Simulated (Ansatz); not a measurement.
Structure relaxation, PtSe2

The start is a generated cell, PtSe2 placed in the AFLOW prototype A2B_oP12_62_2c_c (C25, as in HgCl2). The cell and all atomic positions are relaxed at zero pressure with r2SCAN (plane waves to 500 eV, PAW, scalar-relativistic; Ansatz, an electronic-structure program). The first steps use a coarse 2×4×5 k-mesh.

The start:
```yaml
crystal:
  lattice:
    - [11.74967, 0.00000, 0.00000]
    - [0.00000, 5.50163, 0.00000]
    - [0.00000, 0.00000, 3.99037]
  atoms:
    - { symbol: Pt, position: [0.37400, 0.75000, 0.94700] }
    - { symbol: Pt, position: [0.87400, 0.75000, 0.55300] }
    - { symbol: Pt, position: [0.62600, 0.25000, 0.05300] }
    - { symbol: Pt, position: [0.12600, 0.25000, 0.44700] }
    - { symbol: Se, position: [0.23300, 0.75000, 0.62500] }
    - { symbol: Se, position: [0.73300, 0.75000, 0.87500] }
    - { symbol: Se, position: [0.76700, 0.25000, 0.37500] }
    - { symbol: Se, position: [0.26700, 0.25000, 0.12500] }
    - { symbol: Se, position: [0.00800, 0.75000, 0.22200] }
    - { symbol: Se, position: [0.50800, 0.75000, 0.27800] }
    - { symbol: Se, position: [0.99200, 0.25000, 0.77800] }
    - { symbol: Se, position: [0.49200, 0.25000, 0.72200] }
```

```json
{
 "initial_pressure": "+23 GPa (positive: the cell is compressed)",
 "largest_initial_force": "about 7.6 eV/Å, on Se9, Se10, Se11, Se12 (atoms numbered as listed)",
 "outcome": "The space group goes from Pnma (No. 62) to Cmcm (No. 63), with 6 atoms in the primitive cell",
 "energy_released": "1.27 to 1.28 eV/atom (the two k-meshes of the run give this range)",
 "band_gap_at_the_end": "zero (metallic)",
 "optimiser_moves": "14"
}
```

Relaxed structure:

Space group Cmcm (No. 63); a = 3.707 Å, b = 12.215 Å, c = 5.375 Å, α = 90.00°, β = 90.00°, γ = 90.00°

| atom | site | symmetry | x | y | z |
|---|---|---|---|---|---|
| Pt | 4c | m2m | 0.0000 | 0.3342 | 0.2500 |
| Se | 4c | m2m | 0.0000 | 0.6971 | 0.2500 |
| Se | 4c | m2m | 0.0000 | 0.0300 | 0.7500 |
(The calculation used a cell of 6 atoms; values per cell refer to that cell.)

Final values are on a 11×11×7 k-mesh of the relaxed cell. No spin polarisation in the result.

The run could not lose the symmetry of its start, so the end can be a saddle point.

The relaxed structure here is a generated cell of PtSe2: the first start was made by placing the elements on the sites of a structure type, and the end was not matched to a known phase here, so it may be hypothetical. Known forms of PtSe2 include space group No. 164.
